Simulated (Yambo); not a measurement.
ZnSe (zinc blende, space group F-43m, No. 216): a test of whether the lowest BSE state is resolved, against the k mesh (Yambo, PBEsol bands; otherwise 3 valence and 4 conduction bands, static screening with 32 bands and a 4 Ry block, scissor 1.51 eV, Tamm-Dancoff).

```tsv
k mesh	direct gap (eV)	lowest state (eV)	difference (eV)	k points taking part	rough cost
4×4×4	2.75	2.58	0.17	1.0	about 1/20
6×6×6	2.75	2.56	0.19	1.0	about 1/5
8×8×8	2.75	2.58	0.17	1.0	1
```

The last step moves the difference by 0.02 eV. Even the densest mesh doesn't resolve the state: none of these energies is a result, and the difference is no binding energy.

These are vertical excitations (zero momentum). The scissor comes from a G0W0 run whose convergence isn't established; costs are rough.

Spin-orbit splittings are left out.

The standard potential for Se keeps a d shell in the valence without the s and p states of that shell. In tests on such compounds this moved G0W0 gaps by up to about 0.9 eV, so absolute quasiparticle energies here are unreliable; differences between settings are what counts.

Geometry relaxed with PBEsol; primitive cell a = b = c = 3.9830 Å, α = β = γ = 60.00°.
